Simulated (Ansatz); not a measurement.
Structure search: one La candidate

Computed with DFT PBE, scalar-relativistic, plane waves, PAW (Ansatz 0.2.0). Cutoff 420 eV, Gaussian smearing, Γ-centred meshes. Cell and atoms relax on a converged mesh. In metals the finer mesh still leaves noise of several meV/atom or more. The steps can't lower the symmetry of their start. No spin polarisation.

The guess for La was made by a generator: one element on all sites of the Tb type (P6_3/mmc, No. 194). Lengths were set from tabulated atomic sizes, so they are only a guess.

```cif
data_structure
_symmetry_space_group_name_H-M 'P 1'
_symmetry_Int_Tables_number 1
_cell_length_a 3.7623
_cell_length_b 3.7623
_cell_length_c 18.2586
_cell_angle_alpha 90.000
_cell_angle_beta 90.000
_cell_angle_gamma 120.000
_cell_volume 223.82
loop_
_atom_site_label
_atom_site_type_symbol
_atom_site_fract_x
_atom_site_fract_y
_atom_site_fract_z
_atom_site_occupancy
La1 La 0.66667 0.33333 0.91724 1
La2 La 0.00000 0.00000 0.25000 1
La3 La 0.66667 0.33333 0.58276 1
La4 La 0.33333 0.66667 0.41724 1
La5 La 0.00000 0.00000 0.75000 1
La6 La 0.33333 0.66667 0.08276 1
```

Energies count from the standard state of La at the same level.

**Question.** Where does the relaxation end?

**Answer.** The symmetry stays P6_3/mmc (No. 194). The volume per atom shrinks by 1.0 %, from 37.3 to 36.9 Å³. The shortest distance goes from 3.72 Å (La–La) to 3.69 Å (La–La). Conventional cell: a = 3.746 Å, c = 18.241 Å. La on a site of symmetry 3m has 12 La at 3.69–3.75 Å; La on a site of symmetry -6m2 is surrounded by 12 La at 3.75 Å.

```cif
data_structure
_symmetry_space_group_name_H-M 'P 1'
_symmetry_Int_Tables_number 1
_cell_length_a 3.7458
_cell_length_b 3.7458
_cell_length_c 18.2415
_cell_angle_alpha 90.000
_cell_angle_beta 90.000
_cell_angle_gamma 120.000
_cell_volume 221.66
loop_
_atom_site_label
_atom_site_type_symbol
_atom_site_fract_x
_atom_site_fract_y
_atom_site_fract_z
_atom_site_occupancy
La1 La 0.66667 0.33333 0.91795 1
La2 La 0.00000 0.00000 0.25000 1
La3 La 0.66667 0.33333 0.58205 1
La4 La 0.33333 0.66667 0.41795 1
La5 La 0.00000 0.00000 0.75000 1
La6 La 0.33333 0.66667 0.08205 1
```

**Question.** How does it come out in energy, and is it a metal?

**Answer.** The energy over the standard state is 0.00 eV/atom and the gap on the 12×12×2 mesh of the 6-atom cell is 0 eV (a metal).

It is level with the standard state within the noise.

The last run used Gaussian smearing of 0.10 eV. The k mesh leaves some 4 meV/atom of noise in the energy of each metallic cell. Symmetry constrained the relaxation, so the result can be a saddle point. In all, the 2 runs took 3.1 min on 1 thread of Intel(R) Xeon(R) Processor @ 2.50GHz (Skylake/Cascade Lake) (shared host).
